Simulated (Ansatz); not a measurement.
Input file for Ansatz (an electronic-structure program):

Ansatz 0.2 input:
```yaml
crystal:
  lattice:
    - [0.0, 4.1968998551, 5.1121192183]
    - [3.5295246743, 0.0, 5.1121192183]
    - [3.5295246743, 4.1968998551, 0.0]
  atoms:
    - { symbol: In, position: [0.7995921438, 0.2004078562, 0.7995921438] }
    - { symbol: In, position: [0.2004078562, 0.7995921438, 0.2004078562] }
    - { symbol: In, position: [0.4504078562, 0.0495921438, 0.4504078562] }
    - { symbol: In, position: [0.0495921438, 0.4504078562, 0.0495921438] }
    - { symbol: O, position: [0.1365378341, 0.1365378341, 0.8634621659] }
    - { symbol: O, position: [0.8634621659, 0.8634621659, 0.1365378341] }
    - { symbol: O, position: [0.1134621659, 0.1134621659, 0.3865378341] }
    - { symbol: O, position: [0.3865378341, 0.3865378341, 0.1134621659] }
    - { symbol: F, position: [0.625, 0.625, 0.625] }
    - { symbol: F, position: [0.625, 0.625, 0.125] }
    - { symbol: F, position: [0.125, 0.625, 0.625] }
    - { symbol: F, position: [0.625, 0.125, 0.625] }
kpoints:
  mp_grid: { grid: [4, 4, 4] }
hamiltonian:
  xc: hse06
  pseudopotentials: { kind: paw }
scf:
  n_extra_bands: 12
  occupations: { method: fixed }
output:
  eigenvalues: true
  eigenstates:
    e_range: [-9.0, 11.2]
    kpoints:
      - [0.0, 0.0, 0.0]  # VBM
      - [0.0, 0.0, 0.0]  # CBM
```

Output (shortened):

```
Pseudopotential: In, paw, valence charge 13
Pseudopotential: O, paw, valence charge 6
Pseudopotential: F, paw, valence charge 7
Functional definition: HSE06
davidson cushion auto → on  (no smearing: the cushion is to keep the highest requested band from converging to the state above it …
Crystal: 12 atoms, lattice volume = 151.452 Å³
Basis set: ecut = 420 eV, 2945 PW (Γ)
Bands: 64, of which v1, the nominal top of the filled ones, is band 52 counted from 1 (51 counted from 0)
Symmetry: 8 space group operations
Space group: Fddd (ITA 70), of the structure as read, at distance tolerance 5.3e-5 Å
k-points: 18 of 64
SCF iter   1: F=—  HF=-27897.282454 eV  |F-HF|=—  |Δ(HF+E_count)|=         —  Δρ=1.39e-3  dr2=9.61e-4  ethr=1.77e-3  ⟨swp⟩=7.9  Hψ=5215  notcnv=0
preconditioner: auto → none
SCF iter   2: F=-27897.290597 eV  HF=-27897.290169 eV  |F-HF|=4.28e-4  |Δ(HF+E_count)|=   7.71e-3  Δρ=6.28e-4  dr2=1.42e-4  ethr=9.24e-7  ⟨swp⟩=7.0  Hψ=5581  notcnv=0  defer=8
SCF 1 stopped early in 2 iterations: F = -27897.290597 eV  dr2 = 1.42e-4
Crystal: 12 atoms, lattice volume = 151.452 Å³
Exchange kernel: α = 0.2500, screened, ω = 0.2079 Å⁻¹, Wigner–Seitz truncation, v(0) = 1046.4982 eV·Å³, q-mesh 4×4×4, nearest image of the exchange supercell L …
Frozen-core exchange: fock
SCF iter   1: F=—  HF=-27911.761864 eV  |F-HF|=—  |Δ(HF+E_count)|=         —  Δρ=1.10e-2  dr2=1.58e-1  ethr=1.37e-6  ⟨swp⟩=8.1  Hψ=6539  notcnv=0
preconditioner: auto → none
SCF iter   2: F=—  HF=-27911.722151 eV  |F-HF|=—  |Δ(HF+E_count)|=   3.97e-2  Δρ=6.44e-3  dr2=2.64e-2  ethr=1.37e-6  ⟨swp⟩=5.0  Hψ=4529  notcnv=0
SCF iter   3: F=—  HF=-27911.766704 eV  |F-HF|=—  |Δ(HF+E_count)|=   4.46e-2  Δρ=3.02e-3  dr2=1.13e-2  ethr=1.37e-6  ⟨swp⟩=4.7  Hψ=4283  notcnv=0
SCF iter   4: F=—  HF=-27911.763621 eV  |F-HF|=—  |Δ(HF+E_count)|=   3.08e-3  Δρ=7.20e-4  dr2=8.00e-4  ethr=1.37e-6  ⟨swp⟩=3.2  Hψ=3572  notcnv=0
SCF iter   5: F=—  HF=-27911.764718 eV  |F-HF|=—  |Δ(HF+E_count)|=   1.10e-3  Δρ=6.49e-4  dr2=6.33e-4  ethr=5.54e-7  ⟨swp⟩=3.7  Hψ=2938  notcnv=0
SCF iter   6: F=—  HF=-27911.764565 eV  |F-HF|=—  |Δ(HF+E_count)|=   1.52e-4  Δρ=2.61e-4  dr2=1.23e-4  ethr=5.54e-7  ⟨swp⟩=3.1  Hψ=3040  notcnv=0
iter 7 solved again at ethr=1.05e-9 eV; its pass at ethr=8.39e-8 eV (dr2=1.09e-6 eV) is discarded
SCF iter   7: F=-27911.764540 eV  HF=-27911.764540 eV  |F-HF|=1.78e-7  |Δ(HF+E_count)|=   2.49e-5  Δρ=4.24e-5  dr2=2.69e-6  ethr=1.05e-9  ⟨swp⟩=4.0  Hψ=6065  notcnv=0
SCF 2 stopped early in 7 iterations: F = -27911.764540 eV  dr2 = 2.69e-6
hybrid outer 1: dexx = +5.368e-2 eV, tail = 1.00e-4 eV
Crystal: 12 atoms, lattice volume = 151.452 Å³
Exchange kernel: α = 0.2500, screened, ω = 0.2079 Å⁻¹, Wigner–Seitz truncation, v(0) = 1046.4982 eV·Å³, q-mesh 4×4×4, nearest image of the exchange supercell L …
Frozen-core exchange: fock
SCF iter   1: F=—  HF=-27911.763485 eV  |F-HF|=—  |Δ(HF+E_count)|=         —  Δρ=7.24e-5  dr2=5.07e-6  ethr=4.81e-7  ⟨swp⟩=3.1  Hψ=2692  notcnv=0
preconditioner: auto → none
iter 2 solved again at ethr=1.92e-10 eV; its pass at ethr=3.76e-9 eV (dr2=2.00e-7 eV) is discarded
SCF iter   2: F=—  HF=-27911.763486 eV  |F-HF|=—  |Δ(HF+E_count)|=   1.58e-6  Δρ=2.10e-5  dr2=3.89e-7  ethr=1.92e-10  ⟨swp⟩=2.1  Hψ=6864  notcnv=0
SCF iter   3: F=-27911.763487 eV  HF=-27911.763488 eV  |F-HF|=2.52e-8  |Δ(HF+E_count)|=   1.36e-6  Δρ=1.29e-5  dr2=7.59e-8  ethr=1.92e-10  ⟨swp⟩=5.3  Hψ=4057  notcnv=0  defer=2
SCF 3 converged in 3 iterations: F = -27911.763487 eV  dr2 = 7.59e-8
hybrid outer 2: dexx = +1.355e-6 eV, tail = 1.95e-7 eV, Δε = 3.29e-3 eV (about 1.80e-4 eV left of the loop's levels)
the search or the solves at the SCF's close seem to have found levels that the self-consistency loop had missed (the run counts 1) …
NSCF: frozen V_eff on 2 k-points
hybrid SCF converged: 2 outer / 10 inner (+2 warm-up), last move |dexx| = 1.36e-6 eV, tail = 1.95e-7 eV
Stability not checked (fock_operator)
Free energy (F): -27911.763487 eV
Frozen-core exchange: fock
Harris-Foulkes:  -27911.763487 eV  (|F-HF|=2.52e-8)
Internal energy: -27911.763487 eV  (E = F + TS)
E sigma→0 (E₀):  -27911.763487 eV
Fermi energy:    6.298762 eV
--- Per-component energies (eV) ---
  E_band       = -360.631136
  E_kinetic    = 2523.374858
  E_local      = -7623.635605  (includes V_loc(G=0)·N_el)
  E_nonlocal   = 1965.537641
  E_hartree    = 2921.076223
  E_xc         = -1168.500499
  E_vxc        = -933.682934  (∫ρ·V_xc dr)
  E_exx        = -315.449330  (= α·E_x^exact, valence–valence)
  E_paw        = -18088.266916  (= ΣΔE_a)
  E_vpaw       = -1503.500672  (= ΣTr[D̂ρ^β])
  E_aug_tail   = 0.017841  (compensation charges beyond the density's cutoff)
  E_ewald      = -8127.735184
  E_core_change = 1.817484  (= ΣΔE_core)
  E_smearing   =  0.000000  (= −TS)
  E_closure    =  0.000000  (closes the sum)
  Σ components = -27911.763487   (vs F -27911.763487, Δ=0.00e0)
  [band-id]    e_kinetic+e_local+e_nonlocal+2·e_hartree+e_vxc+2·e_exx+e_vpaw+e_augmentation_tail = -360.635085   (vs E_band -360.631136, Δ=-3.95e-3)
--- Band table (eV; the first three rows and the last of 18) ---
  k-point 0: bands = ["-17.6924", "-17.5108", "-17.3070", "-17.2926", "-12.8089", "-12.2612", "-12.1373", "-11.8276", "-7.4216", "-7.3943", "-7.3253", "-7.3013", "-7.2619", "-7.2433", "-7.2074", "-7.0960", "-7.0740", "-7.0371", "-6.9834", "-6.9797", …
  k-point 1: bands = ["-17.6540", "-17.5021", "-17.3461", "-17.2990", "-12.7227", "-12.2479", "-12.1944", "-11.9189", "-7.4082", "-7.3917", "-7.3171", "-7.2841", "-7.2158", "-7.1936", "-7.1656", "-7.1091", "-7.0923", "-7.0155", "-7.0061", "-6.9899", …
  k-point 2: bands = ["-17.6104", "-17.4542", "-17.4343", "-17.3006", "-12.5873", "-12.2943", "-12.2229", "-12.0292", "-7.4109", "-7.3473", "-7.2994", "-7.2893", "-7.1793", "-7.1715", "-7.1447", "-7.1229", "-7.0900", "-7.0352", "-6.9979", "-6.9919", …
  k-point 17: bands = ["-17.5950", "-17.5950", "-17.3016", "-17.3016", "-12.5281", "-12.5281", "-12.0386", "-12.0386", "-7.3687", "-7.3687", "-7.3143", "-7.3143", "-7.2234", "-7.2234", "-7.1781", "-7.1781", "-7.0643", "-7.0643", "-7.0495", "-7.0495", …
```

Cost: about 7 core-minutes (a rough figure) on shared cores.

The points marked VBM and CBM come from a semilocal run.

The first step of the workflow began from a Materials Project structure, measured or hypothetical; the Crystallography Open Database files this formula in space group No. 70, but the cells were not matched. Its standing as an ambient phase is unchecked. The r²SCAN relaxation kept the symmetry of its start; whether a distortion lowers the energy is not shown. Scalar-relativistic: spin–orbit coupling is off unless named, which matters more the heavier the elements.

Potentials: the later of the program's two PAW sets.

Ansatz is a plane-wave DFT program.
